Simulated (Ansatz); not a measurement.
Given:

YNi₂Ge₂:
Space group I4/mmm (No. 139); a = b = 4.040 Å, c = 9.740 Å, α = β = γ = 90.00°

```csv
atom,site,symmetry,x,y,z
Y,2a,4/mmm,0.0000,0.0000,0.0000
Ni,4d,-4m2,0.0000,0.5000,0.2500
Ge,4e,4mm,0.0000,0.0000,0.3705
```
(The calculation used a cell of 5 atoms; values per cell refer to that cell.)

This is the r²SCAN-relaxed structure.

### Question
All from the program Ansatz at the r²SCAN level (PAW), unless another level is named. Give the electronic character.

### Answer
metallic (no gap).

### Question
Predict the density of states at the Fermi level.

### Answer
0.59 states/eV per atom (mean over ±0.08 eV).

### Question
Next, the formation energy from the elements (no fitted shifts)?

### Answer
-0.73 eV/atom.

The workflow started from a Materials Project entry (that database holds measured and hypothetical structures alike); the Crystallography Open Database copy checked does not list it. Whether it is the stable phase at ambient conditions was not checked. The cell was relaxed with r²SCAN under the symmetry of its start; its stability against distortions is not shown here. No spin polarisation was allowed. The references are the lowest solids computed at this level, not always the standard phases. Scalar-relativistic: spin–orbit coupling is off unless named, which matters more the heavier the elements.

Potentials: the later of the program's two PAW sets.
